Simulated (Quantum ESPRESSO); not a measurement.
```xyz
2
Lattice="0.0000 3.0415 3.0415 3.0415 0.0000 3.0415 3.0415 3.0415 0.0000" Properties=species:S:1:pos:R:3 pbc="T T T"
Se     1.5207     1.5207     1.5207
Cd     0.0000     0.0000     0.0000
```

Cell and atoms were relaxed with PBEsol from Materials Project entry mp-2691, within its symmetry.

Question: What does PBEsol (pw.x of Quantum ESPRESSO, ONCV potentials, with spin-orbit coupling) give for the electronic structure near the Fermi level?

Answer: The PBEsol gap is direct, 0.36 eV at Γ.
